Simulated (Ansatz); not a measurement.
Theory: Ansatz 0.2.0, DFT r2SCAN, scalar-relativistic, plane waves, PAW.

Structure of Ti₄CuAg:

```
CELL_PARAMETERS angstrom
2.93681 0.00000 0.00000
0.00000 2.93681 0.00000
0.00000 0.00000 11.22653
ATOMIC_POSITIONS crystal
Ti 0.50000 0.50000 0.18125
Ti 0.00000 0.00000 0.65199
Ti 0.00000 0.00000 0.34801
Ti 0.50000 0.50000 0.81875
Cu 0.50000 0.50000 0.50000
Ag 0.00000 0.00000 0.00000
```

Plane waves to 500 eV, a k mesh through Γ of 12×12×4 on the computed 6-atom cell and Gaussian smearing (0.10 eV); no spin polarisation.

Levels along Γ–X–M–Γ–Z–R–A–Z | X–R | M–A, in eV from the Fermi level, sorted by energy at each point. Points in fractions of the primitive reciprocal vectors: Γ (0.000 0.000 0.000), X (0.000 0.500 0.000), M (0.500 0.500 0.000), Z (0.000 0.000 0.500), R (0.000 0.500 0.500), A (0.500 0.500 0.500).
```
point k (1/Å, with 2π) band 40  band 41  band 42  band 43  band 44  band 45  band 46
    Γ             0.000    -1.48    -1.36    -0.77     0.28     0.46     1.04     1.04
    -             0.153    -1.47    -1.33    -0.76     0.33     0.48     0.97     1.01
    -             0.306    -1.38    -1.24    -0.72     0.39     0.56     0.69     0.94
    -             0.459    -1.19    -1.14    -0.63     0.23     0.65     0.70     0.84
    -             0.611    -1.07    -0.99    -0.48    -0.02     0.55     0.57     0.94
    -             0.764    -1.05    -0.77    -0.40    -0.27     0.24     0.56     0.76
    -             0.917    -1.19    -0.57    -0.56    -0.36     0.17     0.30     0.61
    X             1.070    -1.42    -0.55    -0.47    -0.30    -0.26     0.46     0.58
    -             1.222    -1.43    -0.66    -0.48    -0.43    -0.27     0.38     0.48
    -             1.375    -1.42    -0.91    -0.82    -0.43    -0.42     0.35     0.38
    -             1.528    -1.47    -1.07    -1.02    -0.74    -0.57     0.41     0.50
    -             1.681    -1.32    -1.05    -1.00    -0.96    -0.70     0.58     0.75
    -             1.834    -1.32    -0.95    -0.93    -0.91    -0.58     0.94     1.09
    -             1.987    -1.48    -0.89    -0.88    -0.60    -0.49     1.42     1.47
    M             2.139    -1.54    -0.88    -0.88    -0.47    -0.47     1.67     1.67
    -             2.356    -1.42    -0.92    -0.87    -0.85    -0.28     1.11     1.41
    -             2.572    -1.17    -1.00    -0.91    -0.80     0.07     0.53     0.95
    -             2.788    -0.89    -0.79    -0.66    -0.55     0.26     0.67     0.70
    -             3.004    -0.93    -0.92    -0.50     0.07     0.40     0.69     0.69
    -             3.220    -1.21    -1.13    -0.65     0.56     0.56     0.68     0.73
    -             3.436    -1.47    -1.30    -0.75     0.39     0.50     0.86     0.95
    Γ             3.652    -1.48    -1.36    -0.77     0.28     0.46     1.04     1.04
    -             3.692    -1.47    -1.36    -0.77     0.28     0.46     1.04     1.04
    -             3.732    -1.45    -1.37    -0.78     0.29     0.45     1.05     1.05
    -             3.772    -1.43    -1.39    -0.78     0.30     0.44     1.06     1.06
    -             3.812    -1.40    -1.40    -0.79     0.32     0.43     1.08     1.08
    -             3.852    -1.42    -1.38    -0.79     0.33     0.42     1.10     1.10
    -             3.892    -1.43    -1.37    -0.80     0.35     0.40     1.12     1.12
    Z             3.932    -1.44    -1.36    -0.80     0.36     0.39     1.13     1.13
    -             4.085    -1.40    -1.33    -0.79     0.40     0.41     1.03     1.15
    -             4.238    -1.30    -1.23    -0.77     0.41     0.50     0.83     1.08
    -             4.391    -1.17    -1.04    -0.75     0.20     0.59     0.75     0.94
    -             4.543    -1.13    -0.83    -0.72     0.04     0.53     0.58     0.90
    -             4.696    -1.23    -0.64    -0.61     0.03     0.27     0.44     0.67
    -             4.849    -1.22    -0.75    -0.50    -0.01     0.12     0.27     0.54
    R             5.002    -1.12    -0.91    -0.75     0.01     0.01     0.45     0.57
    -             5.155    -1.14    -0.94    -0.77    -0.13    -0.10     0.49     0.50
    -             5.308    -1.20    -1.02    -0.89    -0.43    -0.38     0.42     0.55
    -             5.460    -1.29    -1.10    -1.03    -0.82    -0.59     0.41     0.58
    -             5.613    -1.29    -1.16    -0.98    -0.94    -0.52     0.39     0.65
    -             5.766    -1.33    -1.32    -1.13    -0.45     0.03     0.34     0.70
    -             5.919    -1.44    -1.30    -1.25     0.04     0.28     0.56     0.75
    A             6.072    -1.54    -1.30    -1.30     0.25     0.25     0.77     0.77
    -             6.288    -1.39    -1.33    -1.17    -0.06     0.26     0.32     0.81
    -             6.504    -1.21    -1.08    -0.95    -0.34    -0.16     0.25     0.81
    -             6.720    -0.93    -0.86    -0.82    -0.19     0.01     0.26     0.70
    -             6.936    -0.92    -0.92    -0.73     0.12     0.42     0.46     0.67
    -             7.152    -1.16    -1.12    -0.72     0.55     0.56     0.62     0.91
    -             7.368    -1.36    -1.30    -0.78     0.44     0.45     1.02     1.05
    Z             7.584    -1.44    -1.36    -0.80     0.36     0.39     1.13     1.13
    X             7.584    -1.42    -0.55    -0.47    -0.30    -0.26     0.46     0.58
    -             7.624    -1.40    -0.57    -0.50    -0.27    -0.24     0.46     0.57
    -             7.664    -1.36    -0.63    -0.56    -0.21    -0.19     0.45     0.57
    -             7.704    -1.31    -0.70    -0.62    -0.14    -0.13     0.45     0.57
    -             7.744    -1.25    -0.77    -0.67    -0.08    -0.07     0.45     0.57
    -             7.784    -1.20    -0.83    -0.71    -0.03    -0.03     0.44     0.57
    -             7.824    -1.15    -0.89    -0.74     0.00     0.00     0.44     0.57
    R             7.864    -1.12    -0.91    -0.75     0.01     0.01     0.45     0.57
    M             7.864    -1.54    -0.88    -0.88    -0.47    -0.47     1.67     1.67
    -             7.904    -1.54    -0.91    -0.91    -0.43    -0.43     1.61     1.61
    -             7.944    -1.54    -0.99    -0.99    -0.33    -0.33     1.48     1.48
    -             7.984    -1.54    -1.07    -1.07    -0.20    -0.20     1.31     1.31
    -             8.024    -1.54    -1.16    -1.16    -0.06    -0.06     1.14     1.14
    -             8.064    -1.54    -1.23    -1.23     0.08     0.08     0.97     0.97
    -             8.104    -1.54    -1.28    -1.28     0.20     0.20     0.83     0.83
    A             8.144    -1.54    -1.30    -1.30     0.25     0.25     0.77     0.77
```

Cost: 1 run of about 6.8 core-minutes, on Intel Xeon Processor @ 2.50GHz (Skylake/Cascade Lake) (shared hosts).